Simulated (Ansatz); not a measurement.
Data:

MoS2:
```cif
data_MoS2
_chemical_formula_sum 'Mo1 S2'
_space_group_name_H-M_alt 'P 1'
_space_group_IT_number 1
_cell_length_a 3.17222
_cell_length_b 3.17222
_cell_length_c 6.86857
_cell_angle_alpha 90.000
_cell_angle_beta 90.000
_cell_angle_gamma 120.000
loop_
_space_group_symop_operation_xyz
  'x, y, z'
loop_
_atom_site_label
_atom_site_type_symbol
_atom_site_fract_x
_atom_site_fract_y
_atom_site_fract_z
_atom_site_occupancy
Mo1 Mo 0.00000 0.00000 0.00000 1
S1 S 0.33333 0.66667 0.22629 1
S2 S 0.33333 0.66667 0.77371 1
```

This is the r²SCAN+D4-relaxed structure.

### Question
All from r²SCAN+D4 (plane waves, PAW; program Ansatz), unless another level is named. Give the formation energy from the elements (no fitted shifts).

### Answer
-0.98 eV/atom.

### Question
Predict the valence-band maximum.

### Answer
at A.

### Question
Give the weight of the valence-edge state by species (Voronoi cells).

### Answer
Mo 61 %, S 39 %.

### Question
What about the weight of the conduction-edge state by species (Voronoi cells)?

### Answer
Mo 83 %, S 17 %.

Space group P-6m2. The workflow started from a Materials Project entry (that database holds measured and hypothetical structures alike); the Crystallography Open Database copy checked does not list it. It is not the phase usual at ambient conditions (space group No. 160, 194). The cell keeps a stress of up to 0.2 GPa. The r²SCAN+D4 relaxation kept the symmetry of its start. At this level the phase is mechanically unstable. No spin polarisation was allowed. The references are the lowest solids computed at this level, not always the standard phases. Spin–orbit coupling is left out wherever it is not named.

Potentials: the later of the program's two PAW sets.
